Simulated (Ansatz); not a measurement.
**Y (P6_3/mmc) under several functionals**

Plane-wave DFT in Ansatz with scalar-relativistic PAW potentials. The same structure was relaxed (cell and atoms, symmetry kept) in separate runs at each level. Spin is collinear, but was left out for PBEsol (a zero moment there is imposed), so the levels don't share one magnetic state.

| level | cutoff (eV) | k mesh | V (Å³/atom) | a (Å) | c (Å) | largest moment (μB) |
| --- | --- | --- | --- | --- | --- | --- |
| PBEsol | 420 | 15×15×8 | 31.306 | 3.599 | 5.581 | no spin |
| PBE+D3(BJ) | 420 | 15×15×8 | 31.493 | 3.605 | 5.595 | 0.00 |
| PBE | 420 | 15×15×8 | 32.852 | 3.656 | 5.675 | 0.00 |

Task: Where does r2SCAN (500 eV, k mesh 15×15×8) fall?

Result: V (Å³/atom) 33.741, a (Å) 3.640, c (Å) 5.880, largest moment (μB) 0.42. Its volume is the largest of the set. The usual order of volumes, PBEsol < PBE, holds here (31.306, 32.852 Å³/atom). As a rule PBEsol, built on the gradient expansion of slowly varying densities, lies between LDA and PBE; PBE's stronger gradient term for exchange weakens bonds. Adding D3 to PBE changes the volume by -4.1 %; the term is attractive, so it pulls cells in. In metals the pairwise form ignores screening by the conduction electrons and often pulls in too far. r2SCAN lies 2.7 % over PBE in volume.

The state reached may not be the lowest one.